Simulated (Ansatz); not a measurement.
Here is the system:

CsTi$_{4}$S$_{8}$:
```xyz
13
Lattice="6.8374 0.0000 0.0000 -3.4187 5.9214 0.0000 0.0000 0.0000 8.6909" Properties=species:S:1:pos:R:3 pbc="T T T"
S      1.7132     0.9891     7.2742
S      0.0000     3.9476     7.2741
S      5.1242     0.9891     7.2742
S      3.4187     3.9431     7.2742
Ti     0.0000     0.0000     0.0000
Ti    -1.7093     2.9607     0.0000
Ti     3.4187     0.0000     0.0000
Ti     1.7093     2.9607     0.0000
S      0.0000     1.9783     1.4166
S     -1.7055     4.9322     1.4166
S      3.4187     1.9738     1.4168
S      1.7055     4.9322     1.4166
Cs     0.0000     0.0000     4.3454
```

This is the r²SCAN+D4-relaxed structure.

### Question
All from DFT-r²SCAN+D4 in the program Ansatz with PAW potentials, unless another level is named. Predict the electronic character.

### Answer
metallic (no gap).

### Question
What about the density of states at the Fermi level?

### Answer
0.42 states/eV per atom (mean over ±0.08 eV).

### Question
Next, the formation energy from the elements (no fitted shifts)?

### Answer
-1.62 eV/atom.

### Question
What about the gap with spin–orbit coupling?

### Answer
none (metallic).

Space group P-3m1. The cell is a constructed one: a structure type filled with these elements; neither database checked (COD, Materials Project) lists it. Its standing as an ambient phase is unchecked. The cell was relaxed with r²SCAN+D4 under the symmetry of its start; its stability against distortions is not shown here. The run is not spin-polarised. With an odd number of electrons in the cell and no spin polarisation, the count alone makes it a metal. The references are the lowest solids computed at this level, not always the standard phases. Scalar-relativistic: spin–orbit coupling is off unless named, which matters more the heavier the elements.

Potentials: the later of the program's two PAW sets.
